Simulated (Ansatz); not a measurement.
This cell of BaHI (space group P4/nmm) is off equilibrium:

```yaml
crystal:
  lattice:
    - [4.62120, 0.00000, 0.00000]
    - [0.00000, 4.62120, 0.00000]
    - [0.00000, 0.00000, 7.39323]
  atoms:
    - { symbol: Ba, position: [0.50000, 0.00000, 0.82632] }
    - { symbol: Ba, position: [0.00000, 0.50000, 0.17368] }
    - { symbol: H, position: [0.50000, 0.50000, 0.01894] }
    - { symbol: H, position: [0.00000, 0.00000, 0.98106] }
    - { symbol: I, position: [0.00000, 0.50000, 0.66062] }
    - { symbol: I, position: [0.50000, 0.00000, 0.33938] }
```

Computed with LDA (plane waves to 420 eV, PAW, scalar-relativistic; Ansatz, an electronic-structure program). k mesh 7×7×5 (Γ-centred), Fermi-Dirac smearing 0.05 eV. Stress and pressure are positive under compression. BaHI was relaxed with its symmetry unable to fall. Spin-orbit coupling is left out, though I is heavy.

Q: What forces act on the atoms (eV/Å, Cartesian)?

A: 
```csv
atom,Fx,Fy,Fz
Ba1,0.000,0.000,-0.019
Ba2,0.000,0.000,0.019
H3,0.000,0.000,-0.281
H4,0.000,0.000,0.281
I5,0.000,0.000,-0.003
I6,0.000,0.000,0.003
```

(A displaced cell: forces are minus the slopes of the energy, force constants its curvatures, and phonons follow from these.)
